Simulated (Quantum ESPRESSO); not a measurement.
pw.x input (Quantum ESPRESSO 7.5; PBEsol, PseudoDojo standard norm-conserving files, scalar-relativistic):

```
&CONTROL
  calculation = 'scf'
  pseudo_dir = './pseudo'
  outdir = './out'
  tprnfor = .true.
  tstress = .true.
/
&SYSTEM
  ibrav = 0
  nat = 3
  ntyp = 2
  ecutwfc = 68.0
  ecutrho = 272.0
  occupations = 'smearing'
  smearing = 'fd'
  degauss = 0.002
  nbnd = 16
/
&ELECTRONS
  conv_thr = 3e-10
/
ATOMIC_SPECIES
Cl 35.4500 Cl.upf
Sr 87.6200 Sr.upf
CELL_PARAMETERS angstrom
  0.000000000000   3.453034805000   3.453034805000
  3.453034805000   0.000000000000   3.453034805000
  3.453034805000   3.453034805000   0.000000000000
ATOMIC_POSITIONS crystal
Cl   0.750000000000   0.750000000000   0.750000000000
Cl   0.250000000000   0.250000000000   0.250000000000
Sr   0.000000000000   0.000000000000   0.000000000000
K_POINTS automatic
8 8 8 0 0 0
```

End of the output:

```
     total energy              =    -134.38802320 Ry
     estimated scf accuracy    <       0.00000782 Ry
     total energy              =    -134.38802403 Ry
     estimated scf accuracy    <       0.00000039 Ry
     total energy              =    -134.38802413 Ry
     estimated scf accuracy    <          4.6E-09 Ry
[...]
     the Fermi energy is     7.2389 ev
!    total energy              =    -134.38802414 Ry
     estimated scf accuracy    <          2.7E-10 Ry
     smearing contrib. (-TS)   =       0.00000000 Ry
     internal energy E=F+TS    =    -134.38802414 Ry
     The total energy is F=E-TS. E is the sum of the following terms:
     one-electron contribution =     -27.69847019 Ry
     hartree contribution      =      22.79591985 Ry
     xc contribution           =     -34.53654665 Ry
     ewald contribution        =     -94.94892716 Ry
     convergence has been achieved in   8 iterations
     Forces acting on atoms (cartesian axes, Ry/au):
     atom    1 type  1   force =     0.00000000    0.00000000   -0.00000000
     atom    2 type  1   force =    -0.00000000   -0.00000000    0.00000000
     atom    3 type  2   force =     0.00000000    0.00000000    0.00000000
     Total force =     0.000000     Total SCF correction =     0.000000
     Computing stress (Cartesian axis) and pressure
          total   stress  (Ry/bohr**3)                   (kbar)     P=        0.08
   0.00000052   0.00000000   0.00000000            0.08        0.00        0.00
   0.00000000   0.00000052   0.00000000            0.00        0.08        0.00
   0.00000000   0.00000000   0.00000052            0.00        0.00        0.08
```
In a gapped system the printed Fermi energy is only some level inside the gap.

Geometry relaxed with PBEsol.
